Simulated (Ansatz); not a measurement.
The relaxed structure here is a generated cell of Ir: the first start was made by placing the elements on the sites of a structure type, and the end was not matched to a known phase here, so it may be hypothetical. Known forms of Ir include space group No. 225.

One stationary structure of Ir. Space group Pm-3m (No. 221), simple cubic type. Calculation: PBE (plane waves to 420 eV, PAW, scalar-relativistic; Ansatz, an electronic-structure program).

Space group Pm-3m (No. 221); a = b = c = 2.570 Å, α = β = γ = 90.00°

```tsv
atom	site	symmetry	x	y	z
Ir	1a	m-3m	0.0000	0.0000	0.0000
```

| Item | Result |
|---|---|
| Volume per atom | 16.98 Å³ |
| Band gap | no gap (metallic) |
| Shortest distances | Ir–Ir 2.57 Å |
| k-mesh | 18×18×18 |

Band energies at high-symmetry points (eV from the Fermi level; labels of this space group; no spin-orbit coupling), from −5 eV up to 1.0 eV:

```csv
point,energies
Γ,–
X,-1.44 -1.44 -0.88
M,-4.68 -0.93 -0.93
R,–
```

No spin polarisation in the result.

The run could not lose the symmetry of its start, so the end can be a saddle point.
